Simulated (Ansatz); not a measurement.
**Calculated contact hyperfine fields for CoC4N6 at a changed volume**

Cell: a structure deposited in the COD, relaxed with PBE at fixed cell and then changed (volume scaled by 0.96).

Space group Pnnm (No. 58); a = 5.8940, b = 6.9481, c = 7.3038 Å.

```csv
site,Wyckoff,site symmetry,x,y,z
Co,2a,..2/m,0.0000,0.0000,0.0000
C,8h,1,0.2480,0.8401,0.6534
N11,8h,1,0.1972,0.8956,0.7967
N19,4g,..m,0.1854,0.2665,0.0000
```

One atom of each set is listed.

The numbers come from a DFT calculation in Ansatz (PBE, plane waves and PAW, scalar-relativistic, collinear spin, 420 eV cutoff, Γ-centred 5×4×4 k-points, Fermi–Dirac smearing 0.02 eV). Start moments as typed (μB): 3 on each Co, none on the rest.

B_c = (2μ₀/3)μB(ρ↑ − ρ↓), with the spin density averaged over the Thomson radius around the nucleus, 7.77 T per e/Å³, positive along the up direction of the run. The valence column is what the valence and semicore waves of the PAW files give as listed; the rest comes from solving these waves and the inner shells again in each spin's potential.

**Question.** What moments and contact fields does each site carry?

**Answer.** The cell's net moment is 6.00 μB; the site moments, counted in spheres around the atoms, add up to 5.27 μB, and the difference lies between the spheres. One atom of each set is listed.

```tsv
site	m (μB)	B_c (T)	valence column (T)	rest (T)
Co	2.42	-21.8	29.3	-51.1
C	0.00	1.4	1.3	0.1
N11	0.04	8.1	8.6	-0.4
N19	0.04	6.4	6.8	-0.4
```

On Co the field amounts to -9.0 T per μB of the site's moment: core polarisation sets it against the moment.

At this changed cell the PBE pressure is 7 GPa. The atoms aren't relaxed in the changed cell (largest force 1.6 eV/Å). All moments on Co are parallel here, as they were started; many such compounds order antiparallel, where fields on atoms that lie between magnetic neighbours largely cancel. The magnetic order is the one that the run reached from its start moments, not necessarily the measured one. Semilocal functionals underestimate core polarisation, so for a given moment the contact field on a magnetic ion comes out too small, by up to a factor of two. Orbital and dipolar fields are left out; they are small for half-filled shells and for d³ or d⁸ ions in regular octahedra, but can rival the contact field on other open-shell ions, and on Co(II) among six neighbours they can exceed it. Fields under about 2 T can be off by more than a tenth.

Hardware: 2 threads of Arm Neoverse N1 (aarch64; 36 cores open to the job, memory cap 5.0 GiB, no GPU), a shared host with a load of 0.9 a core. Wall time 4 min, CPU time 7.9 min, peak memory 1.3 GiB.
